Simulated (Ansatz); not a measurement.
Relaxing a structure of SnSe₂

The start is a relaxed SnSe2 cell with one Se and one Sn atom exchanged in a cell of 3 atoms. The cell and all atomic positions are relaxed at zero pressure with r2SCAN (plane waves to 500 eV, PAW, scalar-relativistic; Ansatz, a quantum-chemistry and plane-wave program). The first steps use a coarse 7×7×4 k-mesh.

Initial structure:
```
CELL_PARAMETERS angstrom
      3.84050     0.00000     0.00000
     -1.92025     3.32597     0.00000
      0.00000     0.00000     6.52513
ATOMIC_POSITIONS crystal
  Se 0.00000 0.00000 0.00000
  Sn 0.33333 0.66667 0.24123
  Se 0.66667 0.33333 0.75877
```

Question: What pressure does the first self-consistent step give?

Answer: +3.7 GPa (positive: the cell is compressed).

Question: How do the shortest distances between atoms change?

Answer: The closest pairs of elements (up to four, under 3.6 Å), start → end: Se–Sn 2.72 → 2.72 Å; Se–Se 2.72 → 3.84 Å.

Final structure:

Space group P-3m1 (No. 164); a = 3.841 Å, b = 3.841 Å, c = 6.528 Å, α = 90.00°, β = 90.00°, γ = 120.00°

```csv
atom,site,symmetry,x,y,z
Se,2d,3m.,0.3333,0.6667,0.2411
Sn,1a,-3m.,0.0000,0.0000,0.0000
```

Final values are on a 10×10×5 k-mesh of the relaxed cell. No spin polarisation in the result. No dispersion correction is included, so spacings between layers, chains or molecules are soft and tend to come out too large.

The run could not lose the symmetry of its start.
